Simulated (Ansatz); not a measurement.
**Question.** InMo3N (anti-perovskite, Pm-3m) is relaxed with the program Ansatz at the PBE level (PAW). What lattice parameters of the conventional cell result?

**Answer.** a = 4.180 Å.

**Question.** Is it a metal or does it have a gap at this level?

**Answer.** No gap at this level.

The start of the workflow was typed in or built on a structure type; neither database checked (COD, Materials Project) lists it. Whether it is the stable phase at ambient conditions was not checked. Symmetry was held in the PBE relaxation; whether a distortion lowers the energy is not shown. The workflow began spin-polarised and lost its moments. Spin–orbit coupling is left out wherever it is not named.

Potentials: the earlier of the program's two PAW sets.
